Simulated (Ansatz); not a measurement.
### Question
Each is relaxed and computed with plane-wave PAW PBEsol (Ansatz code). Which is the only one with a gap?
(A) TaGe2, P6/mmm (Ta on 1a, Ge on 2d)
(B) Ta4C3, R-3m (Ta on 6c, C on 6c, Ta on 6c, C on 3a)
(C) SiGe, R-3m (Si on 6c, Ge on 6c)
(D) ScSi, Cmcm (Sc on 4c, Si on 4c)

### Answer
C, SiGe, R-3m (Si on 6c, Ge on 6c). SiGe: gap 0.33 eV (indirect); ScSi: metal; TaGe2: metal; Ta4C3: metal. Constructed cells (a structure type filled with these elements, in neither database checked): TaGe2, P6/mmm (Ta on 1a, Ge on 2d). Typed or built starts, not in the databases checked: SiGe, R-3m (Si on 6c, Ge on 6c); Ta4C3, R-3m (Ta on 6c, C on 6c, Ta on 6c, C on 3a). Standing as an ambient phase not checked: ScSi, Cmcm (Sc on 4c, Si on 4c). Unstable at this level: TaGe2, P6/mmm (Ta on 1a, Ge on 2d). All cells were relaxed under the symmetry of their starts (and spin orders); stability against distortions was not tested throughout. Named crystals with no word on spin ran without spin polarisation. Scalar-relativistic: spin–orbit coupling is off unless named, which matters more the heavier the elements.

Potentials: the earlier of the program's two PAW sets. The files were generated under PBE; for other functionals the program regenerates the frozen cores, and for LDA and PBEsol the local potential too.
